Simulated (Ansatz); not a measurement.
## YAl3: computed property card

YAl3 (Cu3Au type, Pm-3m), a = b = c = 4.2190 Å, α = β = γ = 90.00°.

Space group Pm-3m (No. 221), Cu3Au type; conventional cell a = 4.219 Å, b = 4.219 Å, c = 4.219 Å, α = 90.00°, β = 90.00°, γ = 90.00°.

Method: plane-wave PAW PBEsol (Ansatz code). Geometry: relaxed at this level of theory. Other levels are named where they apply.

### Cell and energy

* **Volume per atom**: 18.77 Å³
* **Density**: 3.76 g/cm³
* **Formation energy from the elements (no fitted shifts)**: -0.45 eV/atom

### Electronic structure

- Electronic character = metallic (no gap)
- Density of states at the Fermi level = 0.32 states/eV per atom (mean over ±0.08 eV)
- Gap with spin–orbit coupling = none (metallic)

### Mechanics

- Bulk modulus (Birch–Murnaghan fit): 81.2 GPa
- Pressure derivative B′: 4.4
- Elastic constants (relaxed ions, GPa): C11 = 170, C12 = 38.2, C44 = 68.3
- Mechanical stability: stable (all eigenvalues of C positive)
- Hill bulk and shear moduli: 82.1 and 67.3 GPa
- Young's modulus: 159 GPa
- Poisson's ratio: 0.18
- Debye temperature from the elastic constants: 522 K

### Phonons

- Highest zone-centre frequency: 298 cm⁻¹
- Zone-centre stability: no imaginary mode at Γ

The first step of the workflow began from a Materials Project structure, measured or hypothetical; the Crystallography Open Database copy checked does not list it. Its standing as an ambient phase is unchecked. Symmetry was held in the PBEsol relaxation. No spin polarisation was allowed. As this level gives no gap, shear constants depend on the k-mesh and smearing (Fermi–Dirac, 0.1 eV here). As this level gives no gap, phonon frequencies hold no LO–TO term and depend on the k-mesh and smearing (Fermi–Dirac, 0.1 eV here). The references are the lowest solids computed at this level, not always the standard phases. Scalar-relativistic: spin–orbit coupling is off unless named, which matters more the heavier the elements.

Potentials: the later of the program's two PAW sets.
